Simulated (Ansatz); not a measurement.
Consider the following.

ZrPt₃:
Space group P6₃/mmc (No. 194); a = 5.6533 Å, b = 5.6533 Å, c = 9.2351 Å, α = 90.00°, β = 90.00°, γ = 120.00°

| atom | site | symmetry | x | y | z |
|---|---|---|---|---|---|
| Zr | 2a | -3m. | 0.0000 | 0.0000 | 0.0000 |
| Zr | 2c | -6m2 | 0.3333 | 0.6667 | 0.2500 |
| Pt | 6g | .2/m. | 0.5000 | 0.5000 | 0.5000 |
| Pt | 6h | mm2 | 0.3403 | 0.1701 | 0.2500 |

This is the PBEsol-relaxed structure.

**Question.** All from DFT-PBEsol in the program Ansatz with PAW potentials, unless another level is named. Predict the formation energy from the elements (no fitted shifts).

**Answer.** -1.07 eV/atom.

**Question.** And the density of states at the Fermi level?

**Answer.** 0.11 states/eV per atom (mean over ±0.08 eV).

Space group P6_3/mmc. The first step of the workflow began from a Materials Project structure, measured or hypothetical; the Crystallography Open Database copy checked does not list it. COD files the formula under space group No. 221. Its standing as an ambient phase is unchecked. Symmetry was held in the PBEsol relaxation; its stability against distortions is not shown here. The run is not spin-polarised. Axis ratios of metals converge slowly with the k-mesh, so a and c are less sure than the volume. The references are the lowest solids computed at this level, not always the standard phases. Spin–orbit coupling is left out wherever it is not named.

Potentials: the later of the program's two PAW sets.
